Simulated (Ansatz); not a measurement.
A geometry of ZrO2 away from equilibrium: step 41 of the relaxation of a randomly generated symmetric cell of ZrO2 (space group No. 105). Method: PBE (plane waves to 420 eV, PAW, scalar-relativistic; Ansatz, an electronic-structure program). Γ-centred k-mesh 6×6×6 on the run's cell (coarser than for final values), Fermi–Dirac smearing 0.05 eV.

```
CELL_PARAMETERS angstrom
      3.04747     0.00000     0.00000
      0.00000     3.04747     0.00000
      0.00000     0.00000     7.68472
ATOMIC_POSITIONS crystal
  O  0.00000 0.00000 0.78929
  O  0.00000 0.00000 0.28929
  O  0.00000 0.50000 0.04418
  O  0.50000 0.00000 0.54418
  Zr 0.00000 0.50000 0.61233
  Zr 0.50000 0.00000 0.11233
```

Task: Which atoms carry the largest force, and which way does it point?

Result: 0.02 eV/Å, on O3, O4 (atoms numbered as listed); on O3 its components are (0.00, 0.00, 0.02).

Task: What is the pressure?

Result: +5.8 GPa, compression positive.

Task: How far above the relaxed end point is this geometry?

Result: 0.10 eV/atom; the path ends in P4₂mc (No. 105).

No spin polarisation in the result. No dispersion correction is included, so spacings between layers, chains or molecules are soft and tend to come out too large.

The run could not lose the symmetry of its start: the end is stationary, and may be a saddle point rather than a minimum.

The end of the path is a generated cell of ZrO2: the first start was made by a random draw of sites in a space group, and the end was not matched to a known phase here, so it may be hypothetical. Known forms of ZrO2 include space group No. 14, 137, 225.
